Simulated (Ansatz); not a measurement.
Sb$_{2}$Mo, first-principles data

Sb₂Mo:
Space group Cmc2₁ (No. 36); a = 3.3766 Å, b = 12.7984 Å, c = 5.8939 Å, α = β = γ = 90.00°

```csv
atom,site,symmetry,x,y,z
Mo,4a,m..,0.0000,0.0985,0.4987
Sb,4a,m..,0.0000,0.4390,0.3605
Sb,4a,m..,0.0000,0.7097,0.2158
```
(The calculation used a cell of 6 atoms; values per cell refer to that cell.)

Space group Cmc2_1 (No. 36); conventional cell a = 3.3766 Å, b = 12.7984 Å, c = 5.8939 Å, α = 90.00°, β = 90.00°, γ = 90.00°.

Method: PBEsol in the plane-wave PAW code Ansatz. Geometry: relaxed at this level of theory. Other levels are named where they apply.

**Cell and energy**

```
Item                                                           Value
-----------------------------------------------------  -------------
Volume per atom                                             21.23 Å³
Density                                                   8.85 g/cm³
Formation energy from the elements (no fitted shifts)  0.036 eV/atom
```

**Electronic structure**

```
Property                                                                     Value
------------------------------------  --------------------------------------------
Electronic character                                             metallic (no gap)
Density of states at the Fermi level  0.14 states/eV per atom (mean over ±0.08 eV)
```

The start of the workflow was typed in or built on a structure type; neither database checked (COD, Materials Project) lists it. Whether it is the stable phase at ambient conditions was not checked. The PBEsol relaxation kept the symmetry of its start; whether a distortion lowers the energy is not shown. The run is not spin-polarised. The volume moved by -18 % from the start of the relaxation. The references are the lowest solids computed at this level, not always the standard phases. Spin–orbit coupling is left out wherever it is not named.

Potentials: the earlier of the program's two PAW sets. The files were generated under PBE; for other functionals the program regenerates the frozen cores, and for LDA and PBEsol the local potential too.
